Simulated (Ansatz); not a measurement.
Zone-centre phonons of Ni$_{3}$Ge at 6 GPa: input and output

Computed with Ansatz, DFT LDA, scalar-relativistic, plane waves, PAW.

Launched with:
```bash
ansatz run input.yaml --threads 2 --pin off --max-ram 6144MiB --backend cpu --events-out ev --progress --plain --runs-dir out
```

Input (bare energies are in eV):
```yaml
crystal:
  lattice:
    - [3.462782699, 0.0, 0.0]
    - [0.0, 3.462782699, 0.0]
    - [0.0, 0.0, 3.462782699]
  atoms:
    - { symbol: Ni, position: [0.5, 0.0, 0.5] }
    - { symbol: Ni, position: [0.0, 0.5, 0.5] }
    - { symbol: Ni, position: [0.5, 0.5, 0.0] }
    - { symbol: Ge, position: [0.0, 0.0, 0.0] }
basis:
  ecutwfc: 420
kpoints:
  mp_grid: { grid: [12, 12, 12] }
hamiltonian:
  xc: lda
scf:
  occupations: { method: fermi_dirac, width: 0.15 }
output:
  eigenvalues: true
phonons:
  method: dfpt
  eigenvectors: true
```

Results section of the output:
```
--- Phonons (Γ-DFPT): 3 representative perturbations + reference, on 343 of 1728 k-points (Σ response iterations 11) ---
  k mesh reduced under 8 symmetry operations, with k and −k counted as one. Each operation leaves every solved displacement unchanged or reverses it
  ASR residual: 6.722e-4 → 0.000e0 eV/Å²; symmetrization residual: 2.633e-6 eV/Å²
  ASR residual per site (eV/Å²): 6.72e-4 6.72e-4 6.72e-4 1.64e-6
  Γ frequencies (cm⁻¹): 0.00 0.00 0.00 185.47 185.47 185.47 210.59 210.59 210.59 321.94 321.94 321.94
  non-analytic LO–TO correction: not included (Born effective charges unavailable; polar crystals: no LO–TO splitting at Γ)
```

The run took 2.1 min on 2 threads of Arm Neoverse V2, with other jobs on the host, peak memory 2.1 GiB.

In a metal, frequencies and elastic constants depend on the k mesh and the smearing, soft modes and shear constants most. Spin polarisation was left out, and a magnetic state may lie lower. Other phases may be more stable at this pressure.